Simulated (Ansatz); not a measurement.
Ansatz input file:

```yaml
crystal:
  lattice:
    - [6.0007375869, 0.0, 0.0]
    - [0.0, 6.0007375869, 0.0]
    - [0.0, 0.0, 2.9402652986]
  atoms:
    - { symbol: S, position: [0.873290204, 0.8689644224, 0.5] }
    - { symbol: S, position: [0.126709796, 0.1310355776, 0.5] }
    - { symbol: S, position: [0.3689644224, 0.626709796, 0.0] }
    - { symbol: S, position: [0.6310355776, 0.373290204, 0.0] }
basis:
  ecutwfc: 420
kpoints:
  mp_grid: { grid: [6, 6, 12] }
hamiltonian:
  xc: pbesol
scf:
  occupations: { method: gaussian, width: 0.1 }
output:
  forces: true
  stress: true
  eigenvalues: true
```

Launched with
```bash
ansatz run input.yaml --threads 1 --pin off --max-ram 1331MiB --backend cpu --events-out ev --progress --plain --runs-dir out
```

All numbers below come from DFT PBEsol, scalar-relativistic, plane waves, PAW in Ansatz 0.2.0.

From the run's log, abridged (final results; tables in files aren't shown):

```
SCF 1 converged in 7 iterations: F = -3536.962297 eV  dr2 = 1.80e-8
SCF converged after 7 iterations
Free energy (F): -3536.962297 eV
Harris-Foulkes:  -3536.962297 eV  (|F-HF|=3.31e-8)
Internal energy: -3536.940501 eV  (E = F + TS)
E sigma→0 (E₀):  -3536.951399 eV
Entropy (-TS):   -0.021796 eV (-5.449 meV/atom)
Fermi energy:    2.701402 eV
--- Per-component energies (eV) ---
  E_band       = -72.739843
  E_kinetic    = 404.171366
  E_local      = -581.796756  (includes V_loc(G=0)·N_el)
  E_nonlocal   = 116.551442
  E_hartree    = 171.213107
  E_xc         = -373.231877
  E_vxc        = -334.639762  (∫ρ·V_xc dr)
  E_paw        = -2335.725178  (= ΣΔE_a)
  E_vpaw       = -19.451250  (= ΣTr[D̂ρ^β])
  E_aug_tail   = 0.000006  (compensation charges beyond the density's cutoff)
  E_ewald      = -938.370408
  E_core_change = 0.247797  (= ΣΔE_core)
  E_smearing   = -0.021796  (= −TS)
--- Forces (eV/Å), atoms counted from 1 ---
  atom   1  S      1.98189679     2.04965205     0.00000000
  atom   2  S     -1.98189679    -2.04965205     0.00000000
  atom   3  S      2.04965205    -1.98189679     0.00000000
  atom   4  S     -2.04965205     1.98189679     0.00000000
--- Stress (GPa, compression-positive) ---
      -11.486060       0.000000       0.000000
        0.000000     -11.486060       0.000000
        0.000000       0.000000     -11.907753
  P = ⅓ Tr σ = -11.6266 GPa (-116.266 kbar)
--- Band table (eV; the first three rows and the last of 77) ---
  k-point 0: bands = ["-11.9743", "-11.3305", "-8.3680", "-8.3680", "-1.8466", "-1.5770", "-0.5133", "-0.5133", "0.4373", "3.0085", "3.1854", "3.4757", "5.2169", "5.2169", "5.4400", "5.4400"]
  k-point 1: bands = ["-11.9027", "-11.2701", "-8.2970", "-8.2970", "-1.7842", "-1.5357", "-0.4441", "-0.4441", "0.5208", "2.4344", "2.9639", "3.2134", "4.7389", "4.7389", "5.4848", "5.4848"]
  k-point 2: bands = ["-11.6956", "-11.0991", "-8.0924", "-8.0924", "-1.6058", "-1.4315", "-0.2471", "-0.2471", "0.7663", "1.1866", "1.8214", "3.2820", "3.6593", "3.6593", "5.5558", "5.5558"]
  k-point 76: bands = ["-10.4150", "-10.4150", "-7.0432", "-7.0432", "-2.3063", "-2.3063", "-0.4215", "-0.4215", "-0.4039", "-0.4039", "1.4047", "1.4047", "3.1204", "3.1204", "5.4933", "5.4933"]
```

Self-consistency was reached.

The cell holds molecules, and where no dispersion correction was added their binding is poorly described. Spin polarisation was left out, and a magnetic state may lie lower.